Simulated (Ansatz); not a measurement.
Relaxed-ion elastic tensor of Hf (hcp (Mg type), space group No. 194) in GPa (Voigt order), LDA (plane waves, PAW; program Ansatz); density 14.23 g/cm³, 20.83 Å³ per atom.

```
 185  85.9  81.2   0.0   0.0   0.0
85.9   185  81.2   0.0   0.0   0.0
81.2  81.2   217   0.0   0.0   0.0
 0.0   0.0   0.0  44.3   0.0   0.0
 0.0   0.0   0.0   0.0  44.3   0.0
 0.0   0.0   0.0   0.0   0.0  49.7
```

Q: Is the crystal mechanically stable?

A: Yes: the smallest eigenvalue of C is 44.3 GPa.

Q: Work out the Voigt, Reuss and Hill averages.

A: K_V = 120, K_R = 120, K_H = 120; G_V = 50.3, G_R = 49.4, G_H = 49.8 GPa.

Q: Give Young's modulus, Poisson's ratio, Pugh's ratio and the universal anisotropy index.

A: E = 9KG/(3K + G) = 131 GPa; ν = 0.32; K/G = 2.41 (ductile by the Pugh limit of 1.75); A_U = 5G_V/G_R + K_V/K_R − 6 = 0.09.

Q: Estimate the sound speeds and the Debye temperature.

A: v_l = √((K + 4G/3)/ρ) = 3620 m/s, v_t = √(G/ρ) = 1870 m/s, mean 2100 m/s; Θ = (h/k)(3n/4πV)^(1/3) v_m = 227 K.

Q: Solve the Christoffel equation for the three sound speeds along x, y, z.

A: Eigenvalues of C_ijkl n_j n_l equal ρv². In km/s, slowest first: x 1.76, 1.87, 3.61; y 1.76, 1.87, 3.61; z 1.76, 1.76, 3.90.

Q: How much does each axis shrink under pressure?

A: Linear compressibilities β_i = Σ_j S_ij (j = 1 to 3): x 3.0, y 3.0, z 2.4 per TPa.

Space group P6_3/mmc (hcp (Mg type)). Symmetry was held in the LDA relaxation. No spin polarisation was allowed. As this level gives no gap, shear constants depend on the k-mesh and smearing (Fermi–Dirac, 0.1 eV here). On the denser mesh and wider smearing of the elastic run this cell carries a stress of 0.3 GPa. Scalar-relativistic: spin–orbit coupling is off unless named, which matters more the heavier the elements.

Potentials: the earlier of the program's two PAW sets. The files were generated under PBE; for other functionals the program regenerates the frozen cores, and for LDA and PBEsol the local potential too.
